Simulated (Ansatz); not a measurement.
Sb (A7 (α-As type)), relaxed and computed with several functionals in Ansatz (plane waves, PAW). Much of their spread follows the volume that each gives.

```
functional  V (Å³/atom)  B₀ by P(V) fit (GPa)
----------  -----------  --------------------
PBE               31.87                  30.0
PBEsol            29.83                  42.0
PBE+D3(BJ)        29.79                     ?
r²SCAN            31.58                  26.5
r²SCAN+D4         30.82                  32.5
```

Fit a straight line to ln B₀ against ln V and predict the withheld value.

Least squares on the 4 shown rows: ln B₀ = -6.04 × ln V + (24.218), with a scatter of 6.9 %. For PBE+D3(BJ) this gives 41.1. The run itself gave 42.6, a miss of 3.5 % of that.

All cells were relaxed under the symmetry of their starts (and spin orders); stability against distortions was not tested throughout. Scalar-relativistic: spin–orbit coupling is off unless named, which matters more the heavier the elements.

Potentials: the later of the program's two PAW sets.

Ansatz (an electronic-structure program) is a plane-wave DFT program.
